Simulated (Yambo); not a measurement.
Yambo run on Ba2ScTaO6 (space group Fm-3m, No. 225). The wavefunctions are norm-conserving PBEsol (Quantum ESPRESSO, 84 Ry, without SOC) ones on a 2×2×2 mesh (40 occupied bands); a = b = c = 5.8795 Å, α = β = γ = 60.00°.

Yambo input:

```
rim_cut
HF_and_locXC
RandQpts= 1000000
RandGvec= 1 Ry
EXXRLvcs= 84 Ry
VXCRLvcs= 336 Ry
% QPkrange
 1 | 1 | 40 | 41 |
 2 | 2 | 40 | 41 |
 3 | 3 | 40 | 41 |
%
```

k points by index: 1 = Γ, 2 = L, 3 = X.

Table of the .hf output:

```
#    K-point    Band    Eo [eV]    Ehf [eV]    Vxc [eV]    Vnlxc [eV]
#
    1    40    0.000000    -5.142028    -19.50092    -24.64295
    1    41    3.028739    9.140081    -14.90430    -8.792955
    2    40    -0.429097    -5.648425    -18.92025    -24.13958
    2    41    4.393772    10.13703    -15.47838    -9.735125
    3    40    -0.047887    -5.165290    -19.37312    -24.49053
    3    41    3.212422    9.600808    -15.20377    -8.815379
```
Exchange alone, without screening.

Geometry of the Materials Project entry, not relaxed at this level.

The structure is a Materials Project entry; no match was found in the copy of COD used, and its stability was not checked.
